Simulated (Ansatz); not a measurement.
# BaTiO3: changing the pressure

The cell as given:

```cif
data_structure
_symmetry_space_group_name_H-M 'Pm-3m'
_symmetry_Int_Tables_number 221
_cell_length_a 4.0060
_cell_length_b 4.0060
_cell_length_c 4.0060
_cell_angle_alpha 90.000
_cell_angle_beta 90.000
_cell_angle_gamma 90.000
_cell_volume 64.29
loop_
_atom_site_label
_atom_site_type_symbol
_atom_site_symmetry_multiplicity
_atom_site_Wyckoff_symbol
_atom_site_fract_x
_atom_site_fract_y
_atom_site_fract_z
_atom_site_occupancy
Ba1 Ba 1 b 0.50000 0.50000 0.50000 1
Ti1 Ti 1 a 0.00000 0.00000 0.00000 1
O1 O 3 d 0.00000 0.00000 0.50000 1
```

Kept alike: task relaxation of cell and atoms; functional PBEsol; k mesh 5 × 5 × 5; occupations fermi-dirac, width 0.05 eV; no spin polarisation. Program: Ansatz, Ansatz PAW, cutoff 420 eV. The mesh is that of the run's cell of 5 atoms. No spin-orbit coupling.

| pressure, P (GPa) | volume (Å³/atom) |
| --- | --- |
| 0 | 12.513 |
| 2 | 12.379 |
| 5 | 12.191 |
| 10 | 11.908 |
| 20 | 11.430 |
| 30 | 11.036 |

The relaxations keep at least the cell's symmetry (Pm-3m). The runs follow the start's structure, whether or not it is the stable one at these pressures. Ansatz's relaxations hold a Pulay term in the stress (up to 0.7 GPa here). P is the pressure aimed at, which the runs meet within some hundredths to tenths of a GPa. All rows use potentials made for PBE.

**Question.** What does the pressure change here?

**Answer.** The volume falls from 12.513 to 11.036 Å³/atom between 0 and 30 GPa. The volume falls ever more slowly, since the solid stiffens under load. At the pressures aimed at, which the runs meet within some tenths of a GPa, the step from 0 to 5 GPa gives a mean bulk modulus near 192 GPa, the last step 285 GPa.
